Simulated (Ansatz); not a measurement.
Se (diamond, Fd-3m), a = 6.2885 Å, b = 6.2885 Å, c = 6.2885 Å, α = 90.00°, β = 90.00°, γ = 90.00°; the cell used has 2 atoms.

Relaxed with r²SCAN.

Problem. Which orbitals make up the states near the Fermi level in r²SCAN in the plane-wave PAW code Ansatz?

Solution. Within 0.5 eV of the Fermi level: Se 4p 95 %. Projections are on Löwdin-orthogonalised atomic valence shells; empty p or d shells of many metals are not among them.

Problem. Tabulate the density of states.

Solution. States/eV per cell of 2 atoms, in 0.25 eV bins, energy from the Fermi level.

| E (eV) | total | Se 4p | Se 4s |
|---|---|---|---|
| -7.85 | 0.00 | 0.00 | 0.00 |
| -7.60 | 0.00 | 0.00 | 0.00 |
| -7.35 | 0.00 | 0.00 | 0.00 |
| -7.10 | 0.00 | 0.00 | 0.00 |
| -6.85 | 0.00 | 0.00 | 0.00 |
| -6.60 | 0.00 | 0.00 | 0.00 |
| -6.35 | 0.00 | 0.00 | 0.00 |
| -6.10 | 0.00 | 0.00 | 0.00 |
| -5.85 | 0.00 | 0.00 | 0.00 |
| -5.60 | 2.33 | 2.31 | 0.01 |
| -5.35 | 2.49 | 2.46 | 0.02 |
| -5.10 | 3.06 | 3.03 | 0.02 |
| -4.85 | 2.78 | 2.75 | 0.02 |
| -4.60 | 2.51 | 2.49 | 0.01 |
| -4.35 | 1.68 | 1.67 | 0.00 |
| -4.10 | 0.86 | 0.85 | 0.01 |
| -3.85 | 0.56 | 0.54 | 0.02 |
| -3.60 | 0.68 | 0.64 | 0.04 |
| -3.35 | 0.84 | 0.78 | 0.06 |
| -3.10 | 0.92 | 0.83 | 0.08 |
| -2.85 | 0.99 | 0.89 | 0.10 |
| -2.60 | 1.07 | 0.95 | 0.11 |
| -2.35 | 1.16 | 1.03 | 0.12 |
| -2.10 | 1.31 | 1.15 | 0.14 |
| -1.85 | 0.75 | 0.66 | 0.08 |
| -1.60 | 0.62 | 0.55 | 0.06 |
| -1.35 | 0.63 | 0.57 | 0.05 |
| -1.10 | 0.87 | 0.79 | 0.06 |
| -0.85 | 1.22 | 1.13 | 0.07 |
| -0.60 | 1.47 | 1.36 | 0.08 |
| -0.35 | 1.65 | 1.54 | 0.08 |
| -0.10 | 1.83 | 1.72 | 0.07 |
| 0.15 | 1.50 | 1.43 | 0.02 |
| 0.40 | 1.26 | 1.22 | 0.01 |
| 0.65 | 1.38 | 1.33 | 0.01 |
| 0.90 | 1.55 | 1.49 | 0.01 |
| 1.15 | 1.90 | 1.81 | 0.02 |
| 1.40 | 2.99 | 2.80 | 0.03 |
| 1.65 | 3.65 | 3.39 | 0.05 |
| 1.90 | 1.07 | 1.02 | 0.00 |
| 2.15 | 0.41 | 0.40 | 0.00 |
| 2.40 | 0.00 | 0.00 | 0.00 |
| 2.65 | 0.00 | 0.00 | 0.00 |
| 2.90 | 0.00 | 0.00 | 0.00 |
| 3.15 | 0.00 | 0.00 | 0.00 |
| 3.40 | 0.00 | 0.00 | 0.00 |
| 3.65 | 0.00 | 0.00 | 0.00 |
| 3.90 | 0.00 | 0.00 | 0.00 |
| 4.15 | 0.00 | 0.00 | 0.00 |
| 4.40 | 0.00 | 0.00 | 0.00 |
| 4.65 | 0.00 | 0.00 | 0.00 |

The start of the workflow was typed in or built on a structure type; neither database checked (COD, Materials Project) lists it. It is not the phase usual at ambient conditions (space group No. 152). The cell was relaxed with r²SCAN under the symmetry of its start; whether a distortion lowers the energy is not shown. The volume moved by 26 % from the start of the relaxation. Spin–orbit coupling is left out wherever it is not named.

Potentials: the later of the program's two PAW sets.
